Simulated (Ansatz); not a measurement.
GaN:
```cif
data_Ga4N4
_chemical_formula_sum 'Ga4 N4'
_space_group_name_H-M_alt 'P 1'
_space_group_IT_number 1
_cell_length_a 3.15092
_cell_length_b 3.15092
_cell_length_c 10.28298
_cell_angle_alpha 90.000
_cell_angle_beta 90.000
_cell_angle_gamma 120.000
loop_
_space_group_symop_operation_xyz
  'x, y, z'
loop_
_atom_site_label
_atom_site_type_symbol
_atom_site_fract_x
_atom_site_fract_y
_atom_site_fract_z
_atom_site_occupancy
Ga1 Ga 0.00000 0.00000 0.00044 1
Ga2 Ga 0.00000 0.00000 0.50044 1
Ga3 Ga 0.66667 0.33333 0.75021 1
Ga4 Ga 0.33333 0.66667 0.25021 1
N1 N 0.00000 0.00000 0.81257 1
N2 N 0.00000 0.00000 0.31257 1
N3 N 0.66667 0.33333 0.56241 1
N4 N 0.33333 0.66667 0.06241 1
```

Relaxed with LDA.

Decompose the optical modes at the zone centre into irreducible representations, and say which are infrared and Raman allowed.

Point group 6mm: Γ_opt = 3A1 + 4B1 + 3E1 + 4E2. Infrared: A1, E1. Raman: A1, E1, E2.

Assign frequencies (DFPT, the program Ansatz at the LDA level (PAW); without the LO–TO term).

E2 104, E2 107, E1 139, B1 238, B1 240, A1 339, A1 546, E1 557, E2 561, E2 570, E1 574, A1 698, B1 715, B1 716 cm⁻¹.

Subscripts of B labels follow the axes of the standard setting.

Space group P6_3mc. The cell is a constructed one: a structure type filled with these elements. Its sites differ from those of the usual phase in this space group: another stacking or structure type. The cell was relaxed with LDA under the symmetry of its start; phonons on a q-mesh show no instability.

Potentials: the later of the program's two PAW sets.
